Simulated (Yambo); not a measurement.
SnS$_{2}$: sweep of GW parameters

G0W0@PBEsol for SnS$_{2}$ (CdI2 type, space group P-3m1, No. 164) in Yambo. Reference settings: 6×6×2 Γ-centred k mesh, 133 bands and a 8 Ry block in the screening, 133 bands in G with the Bruneval-Gonze terminator, plasmon pole fitted at 27.2 eV. The PBEsol gap (0, 0.167, 0) → L on this mesh is 1.52 eV; G0W0 gaps are taken between the same points.

```tsv
change from the reference	G0W0 gap (0, 0.167, 0) → L (eV)	shift of the valence edge (eV)	rough Yambo cost
reference settings	2.25	-0.62	1
49 bands in W, 49 bands in G	2.32	-0.35	about 1/3
49 bands in G	2.26	-0.57	–
84 bands in G	2.25	-0.61	–
60 bands in W	2.29	-0.46	within a factor of two
1 Ry block	2.34	-0.04	within a factor of two
3 Ry block	2.13	-0.23	within a factor of two
7 Ry block	2.23	-0.57	within a factor of two
pole fitted at 40 eV	2.25	-0.67	–
no random integration	2.24	-0.56	–
49 bands in G, no terminator	2.26	-0.12	–
84 bands in G, no terminator	2.24	-0.38	–
no terminator	2.25	-0.52	–
```

The reference isn't shown to be the converged limit. Costs are rough (shared machines), scaled to the same edge states, and given only for runs that recompute the screening.

Spin-orbit splittings are left out.

The standard potential for Sn keeps a d shell in the valence without the s and p states of that shell. In tests on such compounds this moved G0W0 gaps by up to about 0.9 eV, so absolute quasiparticle energies here are unreliable; differences between settings are what counts.

Geometry of the Materials Project entry, not relaxed at this level; primitive cell a = 3.6743 Å, b = 3.6743 Å, c = 6.2288 Å, α = 90.00°, β = 90.00°, γ = 120.00°.

A shift is the quasiparticle energy of the state minus its PBEsol energy.

The distance between layers or molecules is the database entry's, not relaxed here. Functionals without dispersion can leave it too large, which widens gaps and weakens the response across layers: the numbers belong to this cell.
